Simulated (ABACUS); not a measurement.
ABACUS run on InP (F-43m, 2 atoms in the cell; from Materials Project mp-20351, lattice scaled a little): self-consistent single point.

Computed with PBE, PseudoDojo 0.5 standard norm-conserving PBE (tails mended) pseudopotentials (plane waves; ABACUS).

```yaml
crystal:
  lattice:
    - [0.00000, 2.96437, 2.96437]
    - [2.96437, 0.00000, 2.96437]
    - [2.96437, 2.96437, 0.00000]
  atoms:
    - { symbol: In, position: [0.00000, 0.00000, 0.00000] }
    - { symbol: P, position: [0.25000, 0.25000, 0.25000] }
```

Reference input (self-consistent single point, DFT, PBE, plane waves, PseudoDojo 0.5 standard norm-conserving PBE (tails mended) pseudopotentials): KPT = MP 5 5 5 0 0 0; basis_type = pw; ecutwfc = 70 Ry; smearing_method = fd; smearing_sigma = 0.00367493 Ry; potentials = PseudoDojo 0.5 standard norm-conserving PBE (tails mended); symmetry = 1; ks_solver = cg; scf_nmax = 100; scf_thr = 1.0e-09 Ry; mixing_type = broyden; mixing_beta = 0.7. This run's input differs from it in these lines:

```diff
@@ -5,3 +5,3 @@
 pseudo_dir           ./
-ecutwfc              70.0
+ecutwfc              42.0
 symmetry             1
```

The program printed (abridged):

```
 SELF-CONSISTENT
 -------------------------------------------
                                 init_chg = atomic

 PW ALGORITHM --------------- ION=   1  ELEC=   1--------------------------------
 Notice: Threshold on eigenvalues was too large.

 Density error is 0.12202114975
                          Error Threshold = 0.000625120207433
 E_KohnSham     -146.4726089763      -1992.8620830030
 E_Fermi        0.4745034305         6.4559503751

 PW ALGORITHM --------------- ION=   1  ELEC=   2--------------------------------

 Density error is 0.0102438457838
                          Error Threshold = 0.000677895276387
   [... lines left out ...]

 Density error is 1.59967389252e-08
                          Error Threshold = 1.40395521672e-09
 E_KohnSham     -146.5038993695      -1993.2878106440
 E_Fermi        0.5157310870         7.0168814189

 PW ALGORITHM --------------- ION=   1  ELEC=   9--------------------------------

 Density error is 4.19874553761e-10
                          Error Threshold = 8.88707718066e-11
 E_KohnSham     -146.5038993749      -1993.2878107179
 E_KS(sigma->0) -146.5038951652      -1993.2877534409
 E_entropy(-TS) -0.0000084196        -0.0001145541
 E_Fermi        0.5157213495         7.0167489333
 charge density convergence is achieved
 final etot is -1993.2878107 eV
 EFERMI = 7.0167489333 eV

 STATE ENERGY(eV) AND OCCUPATIONS    NSPIN == 1
   [... 16 lines left out ...]

 TOTAL-FORCE (eV/Angstrom)
                       In1         0.0000000000         0.0000000000         0.0000000000
                        P1         0.0000000000         0.0000000000         0.0000000000

 TOTAL-STRESS (KBAR)
      -684.6438915359        -0.0000000000         0.0000000000
        -0.0000000000      -684.6438915359         0.0000000000
        -0.0000000000         0.0000000000      -684.6438915359
 TOTAL-PRESSURE: -684.643892 KBAR

 --------------------------------------------
 !FINAL_ETOT_IS -1993.2878107179478775 eV
 --------------------------------------------
```

The run converged in 9 iterations. Against the reference run the free energy goes up by 1.92 eV/atom and the pressure goes from 1.04 to -68.46 GPa.

This run is one point of a test of settings, so its values need not be converged; read them against the reference run alone. The structure comes from a collection of computed structures, made at another level of theory; the collection holds predicted forms beside known ones. Its lattice was then scaled.

At a cut-down plane-wave cutoff the stress holds a Pulay term: a spurious tension from the incomplete basis, which lowers the pressure; energies, forces and gaps of such rows are unconverged too.

“Tails mended”: in these copies of the files the far tail of each local potential was reset to the Coulomb form.
